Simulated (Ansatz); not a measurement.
**Property card for SrCd$_{2}$Sb$_{2}$**

SrCd$_{2}$Sb$_{2}$:
```
CELL_PARAMETERS angstrom
      4.75007     0.00000     0.00000
     -2.37504     4.11368     0.00000
      0.00000     0.00000     7.87877
ATOMIC_POSITIONS crystal
  Sr 0.00000 0.00000 0.00000
  Cd 0.33333 0.66667 0.63145
  Cd 0.66667 0.33333 0.36855
  Sb 0.33333 0.66667 0.25173
  Sb 0.66667 0.33333 0.74827
```

Space group P-3m1 (No. 164); conventional cell a = b = 4.7501 Å, c = 7.8788 Å, α = β = 90.00°, γ = 120.00°.

Method: plane-wave PAW r²SCAN (Ansatz code). Structure relaxed to zero pressure with the same functional. Other levels are named where they apply.

### Cell and energy

```yaml
volume_per_atom: 30.79 Å³
density: 6.00 g/cm³
Formation energy from the elements (no fitted shifts): -0.65 eV/atom
```

### Electronic structure

```yaml
band_gap: 0.35 eV (indirect)
valence_band_maximum: at Γ
conduction_band_minimum: on the Γ–A line, 32 % of the way from Γ (2 equivalent valleys)
smallest_direct_gap_on_the_standard_path: 0.39 eV
electron_effective_mass: 0.075, 0.075, 1.2 mₑ (principal values)
Electron effective mass with spin–orbit coupling: 0.067, 0.067, 1.0 mₑ (principal values)
Hole effective mass, band 1 of 2 at the edge: 0.38 along x, 0.50 along z (mₑ)
Hole effective mass, band 2 of 2 at the edge: 0.061 along x, 0.50 along z (mₑ)
Hole effective mass with spin–orbit coupling: 0.085, 0.085, 0.46 mₑ (principal values)
HSE06 gap on the r²SCAN cell: 0.61 eV
Gap with spin–orbit coupling: 0.13 eV
```

### Mechanics

```yaml
Bulk modulus (Birch–Murnaghan fit): 420 kbar
Pressure derivative B′: 4.4
```

### Charges

```yaml
bader_charges: Sr +1.44, Cd +0.37, Sb -1.09 e
```

The workflow started from an entry of the Crystallography Open Database (COD). Whether it is the stable phase at ambient conditions was not checked. The cell was relaxed with r²SCAN under the symmetry of its start; its stability against distortions is not shown here. The references are the lowest solids computed at this level, not always the standard phases. Spin–orbit coupling is left out wherever it is not named.

Potentials: the later of the program's two PAW sets.
